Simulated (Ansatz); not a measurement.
TiO$_{2}$:
```cif
data_O8Ti4
_chemical_formula_sum 'Ti4 O8'
_space_group_name_H-M_alt 'I41/amd :1'
_space_group_IT_number 141
_space_group_name_Hall 'I 4bw 2bw -1bw'
_cell_length_a 3.77816
_cell_length_b 3.77816
_cell_length_c 9.58878
_cell_angle_alpha 90.000
_cell_angle_beta 90.000
_cell_angle_gamma 90.000
loop_
_atom_site_label
_atom_site_type_symbol
_atom_site_symmetry_multiplicity
_atom_site_Wyckoff_symbol
_atom_site_fract_x
_atom_site_fract_y
_atom_site_fract_z
_atom_site_occupancy
Ti1 Ti 4 a 0.00000 0.00000 0.00000 1
O1 O 8 e 0.00000 0.00000 0.20721 1
```
(The calculation used a cell of 6 atoms; values per cell refer to that cell.)

Relaxed with r²SCAN.

Q: Which orbitals make up the states near the band edges in the program Ansatz at the r²SCAN level (PAW)?

A: Top 1 eV of the valence band: O 2p 94 %. Bottom 1 eV of the conduction band: Ti 3d 93 %, O 2p 5 %. Projections are on Löwdin-orthogonalised atomic valence shells; empty p or d shells of many metals are not among them.

Q: Tabulate the density of states.

A: States/eV per cell of 6 atoms, in 0.25 eV bins, energy from the valence-band maximum.

| E (eV) | total | O 2p | Ti 3d | O 2s |
|---|---|---|---|---|
| -4.95 | 0.00 | 0.00 | 0.00 | 0.00 |
| -4.70 | 6.36 | 4.57 | 1.38 | 0.02 |
| -4.45 | 4.03 | 2.86 | 0.99 | 0.02 |
| -4.20 | 5.21 | 3.75 | 1.26 | 0.03 |
| -3.95 | 7.25 | 5.23 | 1.81 | 0.03 |
| -3.70 | 7.64 | 5.70 | 1.72 | 0.04 |
| -3.45 | 4.75 | 3.60 | 1.00 | 0.03 |
| -3.20 | 3.65 | 2.64 | 0.92 | 0.02 |
| -2.95 | 3.46 | 2.61 | 0.74 | 0.04 |
| -2.70 | 4.41 | 3.42 | 0.87 | 0.05 |
| -2.45 | 4.40 | 3.51 | 0.76 | 0.04 |
| -2.20 | 5.97 | 4.87 | 0.94 | 0.04 |
| -1.95 | 4.84 | 4.05 | 0.64 | 0.04 |
| -1.70 | 3.86 | 3.32 | 0.40 | 0.03 |
| -1.45 | 4.32 | 3.80 | 0.36 | 0.03 |
| -1.20 | 4.09 | 3.64 | 0.32 | 0.02 |
| -0.95 | 5.98 | 5.44 | 0.40 | 0.02 |
| -0.70 | 7.20 | 6.76 | 0.31 | 0.03 |
| -0.45 | 5.09 | 4.82 | 0.19 | 0.02 |
| -0.20 | 3.27 | 3.12 | 0.12 | 0.00 |
| 0.05 | 0.19 | 0.19 | 0.00 | 0.00 |
| 0.30 | 0.00 | 0.00 | 0.00 | 0.00 |
| 0.55 | 0.00 | 0.00 | 0.00 | 0.00 |
| 0.80 | 0.00 | 0.00 | 0.00 | 0.00 |
| 1.05 | 0.00 | 0.00 | 0.00 | 0.00 |
| 1.30 | 0.00 | 0.00 | 0.00 | 0.00 |
| 1.55 | 0.00 | 0.00 | 0.00 | 0.00 |
| 1.80 | 0.00 | 0.00 | 0.00 | 0.00 |
| 2.05 | 0.00 | 0.00 | 0.00 | 0.00 |
| 2.30 | 0.00 | 0.00 | 0.00 | 0.00 |
| 2.55 | 0.05 | 0.00 | 0.05 | 0.00 |
| 2.80 | 0.31 | 0.01 | 0.29 | 0.00 |
| 3.05 | 0.77 | 0.05 | 0.72 | 0.00 |
| 3.30 | 3.11 | 0.16 | 2.91 | 0.02 |
| 3.55 | 8.35 | 0.54 | 7.59 | 0.09 |
| 3.80 | 6.72 | 0.61 | 5.91 | 0.08 |
| 4.05 | 12.82 | 1.64 | 10.79 | 0.12 |
| 4.30 | 3.73 | 0.67 | 2.95 | 0.04 |
| 4.55 | 4.39 | 1.01 | 3.24 | 0.04 |
| 4.80 | 5.16 | 1.27 | 3.69 | 0.03 |
| 5.05 | 1.90 | 0.48 | 1.29 | 0.00 |
| 5.30 | 0.88 | 0.19 | 0.60 | 0.03 |
| 5.55 | 1.18 | 0.09 | 0.89 | 0.15 |
| 5.80 | 2.68 | 0.30 | 1.98 | 0.30 |
| 6.05 | 2.60 | 0.41 | 1.86 | 0.24 |
| 6.30 | 3.14 | 0.61 | 2.19 | 0.23 |
| 6.55 | 3.71 | 0.84 | 2.53 | 0.22 |
| 6.80 | 3.66 | 0.94 | 2.41 | 0.17 |
| 7.05 | 4.54 | 1.29 | 2.89 | 0.17 |
| 7.30 | 3.10 | 0.96 | 1.94 | 0.08 |

Space group I4_1/amd (anatase). The r²SCAN relaxation kept the symmetry of its start. The run is not spin-polarised.

Potentials: the earlier of the program's two PAW sets.
